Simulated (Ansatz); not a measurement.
## Surface calculation: zincblende GaP (110), 3 layers

The slab is cut from the zincblende crystal, which needn't be the stable phase, as relaxed on PAW files (20.86 Å³/atom), with 16 Å of vacuum and a dipole correction:

```xyz
6
Lattice="3.8933 0.0000 0.0000 0.0000 5.5060 0.0000 0.0000 0.0000 19.8933" Properties=species:S:1:pos:R:3 pbc="T T T"
Ga    0.9733    0.6882    8.0000
P     2.9200    4.8177    8.0000
Ga    2.9200    3.4412    9.9466
P     0.9733    2.0647    9.9466
Ga    0.9733    0.6882   11.8933
P     2.9200    4.8177   11.8933
```

Computed with Ansatz 0.2.0; functional PBE, scalar-relativistic. Settings: a Γ-centred 8×6×1 k mesh, Fermi–Dirac smearing of 0.02 eV, no spin polarisation. Methods: LAPW: all electrons, basis error target 1 meV/atom; PAW: frozen-core files, cutoff 420 eV.

The bulk energy comes from a cell in the slab's orientation on a 8×6×8 mesh. The surface energy is (E(slab) − N·E(bulk))/2A at zero smearing, the mean of both faces; thin slabs carry quantum-size effects.

Q: As cut, the LAPW slab lies 3.396 eV above 6 atoms of bulk. What surface energy is that?

A: Over two faces of 21.44 Å² it is 79.2 meV/Å², and times 16.02 J/m² per eV/Å² that gives γ = 1.269 J/m².

| method | γ as cut (J/m²) | γ relaxed (J/m²) | Φ as cut (eV) |
| --- | --- | --- | --- |
| LAPW | 1.269 | 0.797 | 4.85 |
| PAW | 1.270 | 0.799 | 4.85 |

Q: How do the spacings between the planes relax?

A: From the bottom face up: d12 -3.4 % of 1.947 Å, d23 -3.4 % of 1.947 Å. The outer plane rumples by 0.552 Å.

Q: Where do the band edges lie?

A: On the k mesh: gap 0.51 eV, valence top 5.42 eV below the vacuum level.

Q: A field of 0.1 V/Å is applied along the normal, atoms held. What follows?

A: LAPW finds an induced dipole of 0.0716 e·Å a cell (PAW 0.0715), that is 6.04 Å for 4πα over the area, against 4.31 Å between the outer atoms.

Q: A core hole in the 2p shell of Ga is made on one Ga atom of each kind in every 1×1 cell (PAW hole dataset, neutral cell, valence without spin). What does it cost by layer?

A: layer 1 1121.63 eV, layer 2 1121.61 eV. Shifts between layers mean more than the absolute values, and a whole layer of holes screens otherwise than one hole.
